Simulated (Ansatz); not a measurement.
A plane-wave DFT run in Ansatz 0.2.0 (scalar-relativistic PAW potentials unless the input names others): input and command.

```yaml
crystal:
  lattice:
    - [-1.21679205, 1.21679205, 1.21679205]
    - [1.21679205, -1.21679205, 1.21679205]
    - [1.21679205, 1.21679205, -1.21679205]
  atoms:
    - { symbol: Li, position: [0.0, 0.0, 0.0] }
basis:
  ecutwfc: 500
kpoints:
  mp_grid: { grid: [16, 16, 16] }
hamiltonian:
  xc: r2scan
scf:
  occupations: { method: gaussian, width: 0.1 }
  max_iter: 60
output:
  forces: true
  eigenvalues: true
  stress: true
```

```bash
ansatz run input.yaml --threads 1 --pin off --max-ram 2560MiB --backend cpu --events-out ev --progress --plain --runs-dir out
```

Abridged log:
```
Pseudopotentials: kind: paw
Pseudopotential: Li, paw, valence charge 3, recommended cutoff 500 eV (meta_gga)
Functional definition: r2SCAN
Crystal: 1 atom, lattice volume = 7.206 Å³
Basis set: ecut = 500 eV, 177 PW (Γ), exchange–correlation on 64×64×64 points (64 copies of the dense FFT grid, shifted against one another)
Bands: 6, of which v1, the nominal top of the filled ones, is band 2 counted from 1 (1 counted from 0)
Symmetry: 48 space group operations
Space group: Im-3m (ITA 229), of the structure as read, at distance tolerance 1.9e-5 Å
k-points: 145 of 4096
Initial density: superposition of atomic densities (neutral atoms: chi_scale 0, normalization atom), corrected by the library's trained network
Initial wavefunctions: pseudopotential atomic-orbital guess
Functional: x = r2scan, c = r2scan; τ floored in thin density (d = 2e-4 eV/Å³)
SCF iter   1: F=—  HF=-203.489610 eV  |F-HF|=—  |Δ(HF+E_count)|=         —  Δρ=4.50e-3  dr2=2.68e-4  dr2_τ=1.06e-2  ethr=1.77e-3  ⟨swp⟩=4.6  Hψ=6777  notcnv=0
SCF iter   2: F=—  HF=-203.520355 eV  |F-HF|=—  |Δ(HF+E_count)|=   3.07e-2  Δρ=2.91e-3  dr2=1.19e-4  dr2_τ=4.21e-6  ethr=8.95e-6  ⟨swp⟩=2.0  Hψ=2837  notcnv=0  defer=63
SCF iter   3: F=—  HF=-203.520495 eV  |F-HF|=—  |Δ(HF+E_count)|=   1.40e-4  Δρ=8.25e-4  dr2=1.01e-5  dr2_τ=3.96e-6  ethr=3.97e-6  ⟨swp⟩=2.0  Hψ=1254  notcnv=0  defer=63
SCF iter   4: F=—  HF=-203.520493 eV  |F-HF|=—  |Δ(HF+E_count)|=   1.65e-6  Δρ=1.35e-4  dr2=3.03e-7  dr2_τ=9.32e-9  ethr=3.36e-7  ⟨swp⟩=2.0  Hψ=1026  notcnv=0  defer=63
SCF iter   5: F=-203.520493 eV  HF=-203.520493 eV  |F-HF|=5.53e-9  |Δ(HF+E_count)|=   1.18e-7  Δρ=3.02e-5  dr2=1.43e-8  dr2_τ=1.69e-9  ethr=1.01e-8  ⟨swp⟩=2.0  Hψ=1025  notcnv=0  defer=63
SCF iter   6: F=-203.520493 eV  HF=-203.520493 eV  |F-HF|=9.69e-12  |Δ(HF+E_count)|=   1.77e-9  Δρ=2.92e-6  dr2=1.31e-10  dr2_τ=1.01e-11  ethr=4.77e-10  ⟨swp⟩=2.9  Hψ=3317  notcnv=0
SCF 1 converged in 6 iterations: F = -203.520493 eV  dr2 = 1.31e-10
SCF converged after 6 iterations
Free energy (F): -203.520493 eV
Harris-Foulkes:  -203.520493 eV  (|F-HF|=9.69e-12)
Internal energy: -203.518553 eV  (E = F + TS)
E sigma→0 (E₀):  -203.519523 eV
Entropy (-TS):   -0.001941 eV (-1.941 meV/atom)
Fermi energy:    6.413794 eV
--- Forces (eV/Å), atoms counted from 1 ---
  atom   1  Li     0.00000000     0.00000000     0.00000000
--- Stress (GPa, compression-positive) ---
       84.380228       0.000000       0.000000
        0.000000      84.380228       0.000000
        0.000000       0.000000      84.380228
  P = ⅓ Tr σ = 84.3802 GPa (843.802 kbar)
```

Task: The run was meant for a cell not far from equilibrium. What is wrong with this input?

Result: The fault is a lattice far too small (lattice vectors times 0.700). Setting it back cures it. The run converged all the same, with an energy at zero smearing 1.6 eV/atom above the reference's, pressure 84.38 GPa, largest force 0.000 eV/Å, no gap on the mesh, so convergence alone doesn't show that an input is right. A reference run of the cell with lattice vectors -1.7383 1.7383 1.7383; 1.7383 -1.7383 1.7383; 1.7383 1.7383 -1.7383 Å and the atoms in their places converged with pressure 0.01 GPa, largest force 0.000 eV/Å, no gap on the mesh.

It took 1.2 s on 1 thread of Arm Neoverse V2, with other jobs on the host, peak memory 0.24 GiB.